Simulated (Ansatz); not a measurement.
**Question.** Name crystals whose computed values (PBEsol (plane waves, PAW; program Ansatz)) fall in these windows: electron conductivity mass (mₑ) 1.7 to 2.1; gap (eV) 0.53 to 0.71.

**Answer.** 

```json
[
 {"crystal": "FeBiO3, Cc (Pearson symbol mS20)", "electron conductivity mass (mₑ)": "2.0", "gap (eV)": "0.63"}
]
```
Others may fit too.

Spin orders computed, not proven ground states: FeBiO3, Cc (Pearson symbol mS20) antiferromagnetic. Typed or built starts, not in the databases checked: FeBiO3, Cc (Pearson symbol mS20). Not the usual ambient phase: FeBiO3, Cc (Pearson symbol mS20). The cell was relaxed under the symmetry of its start. Cells of antiferromagnets are given as chemical subcells. No Hubbard U is applied. Scalar-relativistic: spin–orbit coupling is off unless named, which matters more the heavier the elements.

Potentials: the later of the program's two PAW sets.
